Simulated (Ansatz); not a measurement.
Relaxed-ion elastic tensor of NaBi (L1₀ or tetragonal B2, space group No. 123) in GPa (Voigt order), DFT-LDA in the program Ansatz with PAW potentials; density 7.26 g/cm³, 26.53 Å³ per atom.

```json
[
 {"": "1", "1": "80.8", "2": "25.2", "3": "16.8", "4": "0.0", "5": "0.0", "6": "0.0"},
 {"": "2", "1": "25.2", "2": "80.8", "3": "16.8", "4": "0.0", "5": "0.0", "6": "0.0"},
 {"": "3", "1": "16.8", "2": "16.8", "3": "54.7", "4": "0.0", "5": "0.0", "6": "0.0"},
 {"": "4", "1": "0.0", "2": "0.0", "3": "0.0", "4": "12.1", "5": "0.0", "6": "0.0"},
 {"": "5", "1": "0.0", "2": "0.0", "3": "0.0", "4": "0.0", "5": "12.1", "6": "0.0"},
 {"": "6", "1": "0.0", "2": "0.0", "3": "0.0", "4": "0.0", "5": "0.0", "6": "8.8"}
]
```

**Question.** Is the crystal mechanically stable?

**Answer.** Yes: the smallest eigenvalue of C is 8.8 GPa.

**Question.** Work out the Voigt, Reuss and Hill averages.

**Answer.** K_V = 37.1, K_R = 35.3, K_H = 36.2; G_V = 17.1, G_R = 13.9, G_H = 15.5 GPa.

**Question.** Give Young's modulus, Poisson's ratio, Pugh's ratio and the universal anisotropy index.

**Answer.** E = 9KG/(3K + G) = 40.7 GPa; ν = 0.31; K/G = 2.34 (ductile by the Pugh limit of 1.75); A_U = 5G_V/G_R + K_V/K_R − 6 = 1.17.

**Question.** Estimate the sound speeds and the Debye temperature.

**Answer.** v_l = √((K + 4G/3)/ρ) = 2800 m/s, v_t = √(G/ρ) = 1460 m/s, mean 1640 m/s; Θ = (h/k)(3n/4πV)^(1/3) v_m = 163 K.

**Question.** How much does each axis shrink under pressure?

**Answer.** Linear compressibilities β_i = Σ_j S_ij (j = 1 to 3): x 7.2, y 7.2, z 14 per TPa.

Space group P4/mmm (L1₀ or tetragonal B2). The workflow started from a Materials Project entry (that database holds measured and hypothetical structures alike); the Crystallography Open Database copy checked does not list it. With Na and Bi taken as one species the cell has the higher symmetry Fm-3m, so it may be an ordered model of a mixed-site phase. Its standing as an ambient phase is unchecked. Symmetry was held in the LDA relaxation; of distortions, only those at the zone centre were tested. As this level gives no gap, shear constants depend on the k-mesh and smearing (Fermi–Dirac, 0.1 eV here). On the denser mesh and wider smearing of the elastic run this cell carries a stress of 0.4 GPa. Spin–orbit coupling is left out wherever it is not named.

Potentials: the later of the program's two PAW sets.
